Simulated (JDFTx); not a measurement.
* **surface**: AlRu(100), Al outermost, slab composition Al4Ru3
* **bulk**: AlRu, Pm-3m, lattice of mp-542569 (not re-optimised)
* **slab**: 7 atoms in 7 planes, 1x1, 8.6 Å between the outermost planes
* **in-plane cell**: 2.982 × 2.982 Å, 8.90 Å²
* **cell height**: 24.9 Å
* **sampling**: 8×8×1 k mesh, Fermi smearing 0.01 Ha, no spin polarisation

Whether this polymorph is the ambient one wasn't checked.

Computed with JDFTx (a modified build): PBE, GBRV ultrasoft potentials, plane waves to 20/100 Ha. Liquid: SCCS (g09 parameters), water, 1 M NaCl. The neutral cell holds 60 valence electrons and has two faces of 8.895 Å² each. Last filling lines of the neutral and of a charged run (μ in hartree, zero in the bulk liquid):

```
FillingsUpdate:  mu: -0.115190192  nElectrons: 60.000000
FillingsUpdate:  mu: -0.100693000  nElectrons: 60.060506
```

A calculation by hand: both potentials, by the convention U = −μ/e − 4.44 V vs SHE, the surface charge density and the mean capacitance.

U_pzc = 0.11519 × 27.2114 − 4.44 = -1.31 V; U = 0.10069 × 27.2114 − 4.44 = -1.70 V. The cell has 0.0605 excess electrons, a net charge of -0.0605 e, shared by two faces: σ = -0.0605 e / (2 × 8.895 Å²) = -0.00340 e/Å² = -5.4 μC/cm² (1 e/Å² = 1602.18 μC/cm²). C = σ/(U − U_pzc) = -5.4/-0.39 ≈ 14 μF/cm².
